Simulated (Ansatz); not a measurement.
## Squeezing and stretching BiTe

Reference cell: a structure deposited in the COD, whose atoms a relaxation with PBE at fixed cell left in place.

```xyz
2
Lattice="0.0000 3.2350 3.2350 3.2350 0.0000 3.2350 3.2350 3.2350 0.0000" Properties=species:S:1:pos:R:3 pbc="T T T"
Bi    0.0000    0.0000    0.0000
Te    3.2350    3.2350    3.2350
```

Sites (sets of like atoms) are named by element and the number of their first atom in this list.

Method: Kohn–Sham DFT in Ansatz, PBE, plane waves and PAW, scalar-relativistic, 420 eV cutoff, Γ-centred 13×13×13 k-points, Fermi–Dirac smearing 0.05 eV.

The cell is scaled uniformly, and the ions relax again at each size.

| V/V₀ | pressure (GPa) |
| --- | --- |
| 0.94 | 4.4 |
| 0.96 | ? |
| 0.98 | 1.8 |
| 1.00 | 0.8 |
| 1.02 | -0.2 |
| 1.04 | -1.0 |
| 1.06 | -1.8 |

Q: Estimate the row at V/V₀ = 0.96, the equilibrium volume and the bulk modulus.

A: pressure (GPa): 3.0. Worked: a parabola in ln(V/V₀) through the other 6 rows gives 3.0 GPa there. It crosses zero pressure at V/V₀ = 1.016, the equilibrium volume of this functional, where the bulk modulus is B = −dP/d ln V = 47 GPa.
